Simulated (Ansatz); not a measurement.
This is a relaxation of cell and atoms with Ansatz 0.2.0 on Ga₄Sb₃As as one 8-atom ordering (P3m1) on the wurtzite lattice; the level of theory is PBE. The starting cell was estimated from covalent radii.

```yaml
crystal:
  lattice:
    - [4.1404133371, 0.0, 0.0]
    - [-2.0702066685, 3.5857031321, 0.0]
    - [0.0, 0.0, 13.5225899588]
  atoms:
    - { symbol: As, position: [0.6666666667, 0.3333333333, 0.0] }
    - { symbol: Sb, position: [0.6666666667, 0.3333333333, 0.5] }
    - { symbol: Sb, position: [0.3333333333, 0.6666666667, 0.75] }
    - { symbol: Sb, position: [0.3333333333, 0.6666666667, 0.25] }
    - { symbol: Ga, position: [0.6666666667, 0.3333333333, 0.8125] }
    - { symbol: Ga, position: [0.6666666667, 0.3333333333, 0.3125] }
    - { symbol: Ga, position: [0.3333333333, 0.6666666667, 0.5625] }
    - { symbol: Ga, position: [0.3333333333, 0.6666666667, 0.0625] }
kpoints:
  mp_grid: { grid: [6, 6, 2] }
hamiltonian:
  xc: pbe
scf:
  occupations: { method: fermi_dirac, width: 0.02 }
relax:
  f_tol: 0.005
  cell: {}
output:
  write_density: true
  write_potential: true
  elf: true
  volumetric_format: npy
```

The trajectory has 6 recorded frames, each with fractional positions and then forces in eV/Å along x, y and z. Some frames, the last among them, repeat a geometry solved again on a basis re-selected at its cell; pressure is positive in compression.

Step 1: energy 0.0 meV/atom from step 1, largest force component 1.208 eV/Å, pressure +8.34 GPa; a = 4.140 Å, b = 4.140 Å, c = 13.523 Å, α = 90.00°, β = 90.00°, γ = 120.00°
```
As 0.6667 0.3333 0.0000     0.000   0.000  -0.100
Sb 0.6667 0.3333 0.5000     0.000   0.000   0.010
Sb 0.3333 0.6667 0.7500     0.000   0.000   0.210
Sb 0.3333 0.6667 0.2500     0.000   0.000  -0.033
Ga 0.6667 0.3333 0.8125     0.000   0.000   1.173
Ga 0.6667 0.3333 0.3125     0.000   0.000  -0.053
Ga 0.3333 0.6667 0.5625     0.000   0.000   0.000
Ga 0.3333 0.6667 0.0625     0.000   0.000  -1.208
```

Step 2: energy -96.0 meV/atom from step 1, largest force component 0.280 eV/Å, pressure -0.13 GPa; a = 4.306 Å, b = 4.306 Å, c = 14.182 Å, α = 90.00°, β = 90.00°, γ = 120.00°
```
As 0.6667 0.3333 0.0014     0.000   0.000  -0.114
Sb 0.6667 0.3333 0.4991     0.000   0.000   0.082
Sb 0.3333 0.6667 0.7580     0.000   0.000  -0.073
Sb 0.3333 0.6667 0.2404     0.000   0.000   0.150
Ga 0.6667 0.3333 0.8260     0.000   0.000  -0.197
Ga 0.6667 0.3333 0.3092     0.000   0.000  -0.127
Ga 0.3333 0.6667 0.5673     0.000   0.000   0.000
Ga 0.3333 0.6667 0.0486     0.000   0.000   0.280
```

**Question.** How does the relaxation go on, and where does it end?

**Answer.**
Step 3: energy -97.4 meV/atom from step 1, largest force component 0.107 eV/Å, pressure -0.24 GPa; a = 4.319 Å, b = 4.319 Å, c = 14.157 Å, α = 90.00°, β = 90.00°, γ = 120.00°
```
As 0.6667 0.3333 0.9993     0.000   0.000   0.080
Sb 0.6667 0.3333 0.5001     0.000   0.000  -0.046
Sb 0.3333 0.6667 0.7555     0.000   0.000  -0.033
Sb 0.3333 0.6667 0.2448     0.000   0.000  -0.107
Ga 0.6667 0.3333 0.8219     0.000   0.000   0.072
Ga 0.6667 0.3333 0.3100     0.000   0.000   0.036
Ga 0.3333 0.6667 0.5656     0.000   0.000   0.071
Ga 0.3333 0.6667 0.0528     0.000   0.000  -0.072
```

Step 4: energy -98.0 meV/atom from step 1, largest force component 0.009 eV/Å, pressure -0.05 GPa; a = 4.308 Å, b = 4.308 Å, c = 14.165 Å, α = 90.00°, β = 90.00°, γ = 120.00°
```
As 0.6667 0.3333 0.0001     0.000   0.000   0.000
Sb 0.6667 0.3333 0.4996     0.000   0.000   0.000
Sb 0.3333 0.6667 0.7560     0.000   0.000  -0.008
Sb 0.3333 0.6667 0.2432     0.000   0.000   0.000
Ga 0.6667 0.3333 0.8232     0.000   0.000   0.002
Ga 0.6667 0.3333 0.3096     0.000   0.000  -0.001
Ga 0.3333 0.6667 0.5664     0.000   0.000   0.009
Ga 0.3333 0.6667 0.0519     0.000   0.000  -0.001
```

Step 5: energy -98.0 meV/atom from step 1, largest force component 0.001 eV/Å, pressure 0.00 GPa; a = 4.307 Å, b = 4.307 Å, c = 14.156 Å, α = 90.00°, β = 90.00°, γ = 120.00°
```
As 0.6667 0.3333 0.0001     0.000   0.000  -0.001
Sb 0.6667 0.3333 0.4996     0.000   0.000   0.000
Sb 0.3333 0.6667 0.7560     0.000   0.000  -0.001
Sb 0.3333 0.6667 0.2432     0.000   0.000   0.001
Ga 0.6667 0.3333 0.8232     0.000   0.000   0.001
Ga 0.6667 0.3333 0.3096     0.000   0.000   0.000
Ga 0.3333 0.6667 0.5664     0.000   0.000  -0.001
Ga 0.3333 0.6667 0.0518     0.000   0.000   0.000
```

Step 6: energy -98.7 meV/atom from step 1, largest force component 0.001 eV/Å, pressure 0.00 GPa; a = 4.307 Å, b = 4.307 Å, c = 14.156 Å, α = 90.00°, β = 90.00°, γ = 120.00°
```
As 0.6667 0.3333 0.0001     0.000   0.000  -0.001
Sb 0.6667 0.3333 0.4996     0.000   0.000   0.001
Sb 0.3333 0.6667 0.7560     0.000   0.000  -0.001
Sb 0.3333 0.6667 0.2432     0.000   0.000   0.001
Ga 0.6667 0.3333 0.8232     0.000   0.000   0.001
Ga 0.6667 0.3333 0.3096     0.000   0.000   0.000
Ga 0.3333 0.6667 0.5664     0.000   0.000  -0.001
Ga 0.3333 0.6667 0.0518     0.000   0.000   0.000
```

In 5 steps the volume changed by +13.3 %; between the first SCF and the last, each on a basis chosen for its cell, the energy fell by 98.7 meV an atom. Final cell: it is trigonal, P3m1 (No. 156); a = 4.307 Å, c = 14.156 Å in the conventional setting, 28.42 Å³ an atom. As has 4 Ga at 2.50–2.59 Å; Sb has 4 Ga at 2.66–2.69 Å; Sb has 4 Ga at 2.66–2.68 Å; Sb has 4 Ga at 2.66–2.71 Å; Ga has 1 As at 2.50 Å and 3 Sb at 2.66 Å; Ga has 4 Sb at 2.66–2.69 Å; Ga has 4 Sb at 2.66–2.68 Å; Ga has 3 As at 2.59 Å and 1 Sb at 2.71 Å.

Command: `ansatz run input.yaml --threads 4 --pin off --max-ram 6451MiB --backend cpu --events-out ev --progress --plain --runs-dir out`. Wall time 34 s on 4 threads of Arm Neoverse V1, on a shared host; peak host memory 0.77 GiB.

Spin-unpolarised throughout. Whether this structure exists isn't addressed.
